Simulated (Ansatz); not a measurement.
ZrMo:
```xyz
2
Lattice="0.0000 2.7481 2.7481 2.7481 0.0000 2.7481 2.7481 2.7481 0.0000" Properties=species:S:1:pos:R:3 pbc="T T T"
Mo     0.0000     0.0000     0.0000
Zr     2.7481     2.7481     2.7481
```

Relaxed with PBE. Special points in fractions of this cell's reciprocal vectors: Γ (0.000, 0.000, 0.000); X (0.500, 0.000, 0.500); U (0.625, 0.250, 0.625); K (0.375, 0.375, 0.750); L (0.500, 0.500, 0.500); W (0.500, 0.250, 0.750).

Task: List the band energies nearest the Fermi level at these points for DFT-PBE with spin–orbit coupling in the program Ansatz with PAW potentials.

Result: In eV from the Fermi level; about four levels below and three above (degenerate sets whole), none deeper than 8.9 eV; points with the same levels are listed once.

| k | below | above |
|---|---|---|
| Γ | -2.34 -2.34 -2.34 -2.34 -2.26 -2.26 | 5.09 5.09 5.09 5.09 |
| X | -1.76 -1.76 -0.96 -0.96 | 0.61 0.61 1.05 1.05 |
| U | -1.10 -1.10 -0.99 -0.99 | 0.59 0.59 2.39 2.39 |
| L | -0.42 -0.42 -0.33 -0.33 | 0.72 0.72 0.78 0.78 |
| W | -1.65 -1.65 -1.47 -1.47 | 0.34 0.34 1.12 1.12 |

Space group Fm-3m (rock salt). The start of the workflow was typed in or built on a structure type; neither database checked (COD, Materials Project) lists it. Its standing as an ambient phase is unchecked. The PBE relaxation kept the symmetry of its start; whether a distortion lowers the energy is not shown. The run is not spin-polarised. Its formation energy is positive at this level, so the cell may be metastable or incomplete.

Potentials: the earlier of the program's two PAW sets.
